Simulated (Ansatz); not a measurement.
B₂O₃:
```cif
data_B6O9
_chemical_formula_sum 'B6 O9'
_space_group_name_H-M_alt 'P 1'
_space_group_IT_number 1
_cell_length_a 4.34890
_cell_length_b 4.34890
_cell_length_c 8.37062
_cell_angle_alpha 90.000
_cell_angle_beta 90.000
_cell_angle_gamma 120.000
loop_
_space_group_symop_operation_xyz
  'x, y, z'
loop_
_atom_site_label
_atom_site_type_symbol
_atom_site_fract_x
_atom_site_fract_y
_atom_site_fract_z
_atom_site_occupancy
B1 B 0.76769 0.60156 0.77479 1
B2 B 0.39844 0.16613 0.10812 1
B3 B 0.83387 0.23231 0.44146 1
B4 B 0.60156 0.76769 0.22521 1
B5 B 0.16613 0.39844 0.89188 1
B6 B 0.23231 0.83387 0.55854 1
O1 O 0.14697 0.54914 0.46027 1
O2 O 0.45086 0.59784 0.79361 1
O3 O 0.40216 0.85303 0.12694 1
O4 O 0.54914 0.14697 0.53973 1
O5 O 0.59784 0.45086 0.20639 1
O6 O 0.85303 0.40216 0.87306 1
O7 O 0.00000 0.84084 0.66667 1
O8 O 0.15916 0.15916 0.00000 1
O9 O 0.84084 0.00000 0.33333 1
```

Relaxed with PBEsol.

Problem. Give the optical modes at the zone centre with their infrared activity from DFPT, DFT-PBEsol in the program Ansatz with PAW potentials.

Solution. Transverse frequencies, without the LO–TO term; a row sums one degenerate level.

```tsv
ω (cm⁻¹)	degeneracy	IR ((D/Å)²/amu)	activity
111	2	1.03	IR
113	1	0.50	IR
185	1	0.00	IR-inactive
209	2	0.00	IR-inactive
259	2	0.02	IR
295	2	0.63	IR
301	1	0.00	IR-inactive
315	1	0.00	IR-inactive
321	1	0.00	IR-inactive
519	2	0.33	IR
559	1	16.84	IR
583	1	0.00	IR-inactive
583	2	7.28	IR
608	2	18.39	IR
669	1	1.21	IR
671	2	16.16	IR
696	1	0.00	IR-inactive
711	2	1.00	IR
992	2	0.79	IR
1153	1	5.29	IR
1242	2	175.84	IR
1249	1	0.00	IR-inactive
1260	1	0.37	IR
1269	1	0.00	IR-inactive
1279	2	9.59	IR
1282	1	95.86	IR
1368	2	3.79	IR
1455	2	41.80	IR
```

Problem. How high does the top mode go among those that the LO–TO term moves?

Solution. 1559 cm⁻¹ for q along x, 1559 cm⁻¹ for q along y, 1490 cm⁻¹ for q along z.

Space group P3_121. The workflow started from a Materials Project entry (that database holds measured and hypothetical structures alike); the Crystallography Open Database files this formula in space group No. 152, but the cells were not matched. Whether it is the stable phase at ambient conditions was not checked. The cell was relaxed with PBEsol under the symmetry of its start; its stability against distortions is not shown here.

Potentials: the later of the program's two PAW sets.
